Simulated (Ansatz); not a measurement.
A geometry of Au away from equilibrium: step 13 of the relaxation of a randomly generated symmetric cell of Au (space group No. 189). Method: PBE (plane waves to 420 eV, PAW, scalar-relativistic; Ansatz, an electronic-structure program). Γ-centred k-mesh 9×9×9 on the run's cell (coarser than for final values), Fermi–Dirac smearing 0.05 eV.

```xyz
3
Lattice="4.8234 0.0000 0.0000 -2.4117 4.1772 0.0000 0.0000 0.0000 2.8143" Properties=species:S:1:pos:R:3 pbc="T T T"
Au     1.6078     0.0000     0.0000
Au    -0.8039     1.3924     0.0000
Au     1.6078     2.7848     0.0000
```

Which atoms carry the largest force, and which way does it point?

No atom: all forces are below 0.005 eV/Å; only the cell is out of equilibrium.

What is the pressure?

+3.6 GPa, compression positive.

No spin polarisation in the result.

The run could not lose the symmetry of its start, so the end can be a saddle point.

The end of the path is a generated cell of Au: the first start was made by a random draw of sites in a space group, and the end was not matched to a known phase here, so it may be hypothetical. Known forms of Au include space group No. 225.
